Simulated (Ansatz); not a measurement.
LiH:
Space group Fm-3m (No. 225); a = b = c = 3.910 Å, α = β = γ = 90.00°

| atom | site | symmetry | x | y | z |
|---|---|---|---|---|---|
| Li | 4a | m-3m | 0.0000 | 0.0000 | 0.0000 |
| H | 4b | m-3m | 0.5000 | 0.5000 | 0.5000 |
(The calculation used a cell of 2 atoms; values per cell refer to that cell.)

Relaxed with LDA.

Question: Decompose the optical modes at the zone centre into irreducible representations, and say which are infrared and Raman allowed.

Answer: Point group m-3m: Γ_opt = T1u. Infrared: T1u. Raman: none.

Question: Assign frequencies (DFPT, the program Ansatz at the LDA level (PAW); without the LO–TO term).

Answer: T1u 648 cm⁻¹.

The LDA relaxation kept the symmetry of its start; phonons on a q-mesh show no instability.

Potentials: the later of the program's two PAW sets.
